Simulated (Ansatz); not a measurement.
Question: Free-standing sheets of ZrN4Si2, MA2Z4 (octahedral core, outer Z over the far inner Z)-type layer and MoP4Si2, MA2Z4 (prismatic core, outer Z over the empty site)-type layer are relaxed with the program Ansatz at the PBE level (PAW). Aligned at the vacuum level, what band offsets and what type of junction result?

Answer: ZrN4Si2: VBM -6.36, CBM -5.37 eV; MoP4Si2: VBM -5.26, CBM -4.58 eV. Valence offset 1.10 eV (MoP4Si2 higher), conduction offset 0.79 eV (ZrN4Si2 lower): type III (broken gap).

Mismatch of the primitive lattice constants: 3.055 against 3.471 Å, 12.0 %.

Natural alignment of Kohn–Sham levels: no interface dipole, strain or quasiparticle shift.

All cells were relaxed under the symmetry of their starts (and spin orders); stability against distortions was not tested throughout. Rows with no word on spin ran without spin polarisation. Scalar-relativistic: spin–orbit coupling is off unless named, which matters more the heavier the elements. Constructed layers (a layer type filled with these elements): ZrN4Si2, MA2Z4 (octahedral core, outer Z over the far inner Z)-type layer; MoP4Si2, MA2Z4 (prismatic core, outer Z over the empty site)-type layer.

Potentials: the later of the program's two PAW sets.
